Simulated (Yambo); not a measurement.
## Convergence of the G0W0 gap of Rb₂RhAgF₆

G0W0@LDA for Rb₂RhAgF₆ (space group Fm-3m, No. 225) in Yambo. Reference settings: 2×2×2 Γ-centred k mesh, bands 9 to 335 and a 8 Ry block in the screening, 335 bands in G with the Bruneval-Gonze terminator, plasmon pole fitted at 27.2 eV. The LDA gap X → X on this mesh is 1.01 eV; G0W0 gaps are taken between the same points.

```csv
change from the reference,G0W0 gap X → X (eV),shift of the valence edge (eV),rough Yambo cost
reference settings,3.42,-0.91,1
"134 bands in W, 134 bands in G",3.51,-0.77,about 1/3
wavefunctions cut at 20 Ry,3.36,-0.63,about 1/2
wavefunctions cut at 50 Ry,3.42,-0.91,about 1/2
exchange cut at 10 Ry,3.12,1.72,–
exchange cut at 20 Ry,3.32,-0.14,–
exchange cut at 40 Ry,3.40,-0.82,–
"91 bands in W, 91 bands in G, 2 Ry block",4.13,-1.14,about 1/5
"134 bands in W, 134 bands in G, 6 Ry block",3.48,-0.76,about 1/3
"189 bands in W, 189 bands in G, 5 Ry block",3.42,-0.82,about 1/2
"263 bands in W, 263 bands in G, 5 Ry block",3.41,-0.87,within a factor of two
6 Ry block,3.39,-0.90,within a factor of two
"91 bands in W, 91 bands in G, no terminator",3.61,-0.37,about 1/5
"134 bands in W, 134 bands in G, no terminator",3.51,-0.42,about 1/3
"3 Ry block, no terminator",3.54,-0.90,within a factor of two
```

The reference isn't shown to be the converged limit. Costs are rough (shared machines), scaled to the same edge states, and given only for runs that recompute the screening.

Spin-orbit splittings are left out.

Geometry of the Materials Project entry, not relaxed at this level; primitive cell a = b = c = 6.2540 Å, α = β = γ = 60.00°.

The structure is a Materials Project entry; no match was found in the copy of COD used, and its stability was not checked.

A shift is the quasiparticle energy of the state minus its LDA energy.
